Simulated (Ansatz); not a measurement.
Relax this structure to zero stress and force, keeping its symmetry:

```
CELL_PARAMETERS angstrom
-1.89359 1.89359 4.80729
1.89359 -1.89359 4.80729
1.89359 1.89359 -4.80729
ATOMIC_POSITIONS crystal
Ca 0.00000 0.00000 0.00000
Fe 0.75000 0.25000 0.50000
Fe 0.25000 0.75000 0.50000
P 0.36259 0.36259 0.00000
P 0.63741 0.63741 0.00000
```

Theory: Ansatz 0.2.0, DFT PBEsol, scalar-relativistic, plane waves, PAW.

Cutoff 420 eV; k points 14×14×14 on the computed 5-atom cell (Γ-centred); Gaussian smearing, width 0.10 eV; no spin polarisation.

Q: What does it relax to?

A: The volume increases by 0.03 Å³/atom to 13.82 Å³/atom, and the energy changes by under 0.1 meV/atom. Final structure:
```cif
data_structure
_symmetry_space_group_name_H-M 'I4/mmm'
_symmetry_Int_Tables_number 139
_cell_length_a 3.7867
_cell_length_b 3.7867
_cell_length_c 9.6407
_cell_angle_alpha 90.000
_cell_angle_beta 90.000
_cell_angle_gamma 90.000
_cell_volume 138.24
loop_
_atom_site_label
_atom_site_type_symbol
_atom_site_symmetry_multiplicity
_atom_site_Wyckoff_symbol
_atom_site_fract_x
_atom_site_fract_y
_atom_site_fract_z
_atom_site_occupancy
Ca1 Ca 2 a 0.00000 0.00000 0.00000 1
Fe1 Fe 4 d 0.00000 0.50000 0.25000 1
P1 P 4 e 0.00000 0.00000 0.36202 1
```

Cost: 1 run of about 1.3 core-minutes, on Intel Xeon Platinum 8488C (Sapphire Rapids) (shared hosts).